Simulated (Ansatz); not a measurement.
Na3Cl in space group P4/mmm (No. 123; Na on 1b, Na on 2h, Cl on 1a) at seven volumes, plane-wave PAW PBEsol (Ansatz code), shape and atoms relaxed at each. One row is withheld.

```csv
V (Å³/atom),P (GPa)
26.314,1.40
27.181,0.86
28.049,?
28.916,0.00
29.784,-0.35
30.651,-0.64
31.519,-0.90
```

Fit the shown pressures and predict the withheld one.

P = (3/2)B₀(x^(7/2) − x^(5/2))[1 + (3/4)(B′ − 4)(x − 1)] with x = (V₀/V)^(2/3). Least squares on the six rows gives V₀ = 28.911 Å³/atom, B₀ = 12.3 GPa, B′ = 3.95. At V = 28.049, x = 1.0204 and P = 0.40 GPa. The run itself gave 0.41 GPa.

The first step of the workflow began from a Materials Project structure, measured or hypothetical; the Crystallography Open Database copy checked does not list it. Whether it is the stable phase at ambient conditions was not checked. Symmetry was held in the PBEsol relaxation; of distortions, only those at the zone centre were tested.

Potentials: the later of the program's two PAW sets.
